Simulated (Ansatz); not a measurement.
Data:

AlFe (CsCl type)

```xyz
2
Lattice="2.8747 0.0000 0.0000 0.0000 2.8747 0.0000 0.0000 0.0000 2.8747" Properties=species:S:1:pos:R:3 pbc="T T T"
Al     0.0000     0.0000     0.0000
Fe     1.4374     1.4374     1.4374
```

Equation-of-state scan: isotropic scaling of the cell above, V₀ being its volume. Symmetry pins the atoms to their sites.

Computed with PBE (plane waves to 420 eV, PAW, scalar-relativistic; Ansatz, a program for electronic structure). k mesh 16×16×16 (Γ-centred), Fermi-Dirac smearing 0.05 eV. Energies are smeared free energies. Stress and pressure are positive under compression. AlFe was relaxed with its symmetry unable to fall. Relaxed AlFe ends ferromagnetic. The magnetic order is the one the run started from; other orders were not tried. The zero of ΔE is the relaxed starting cell.

The scan covers V/V₀ from 0.940 to 1.060 in 13 points.

Task: What is ΔE at V/V₀ = 1.060?

Result: 21 meV/atom.

Task: What pressure does the cell carry at V/V₀ = 0.940?

Result: 12.4 GPa.

Task: What is ΔE at V/V₀ = 0.940?

Result: 26 meV/atom.

(Under strain, the slope of the energy per volume gives the stress and its curvature an elastic modulus.)
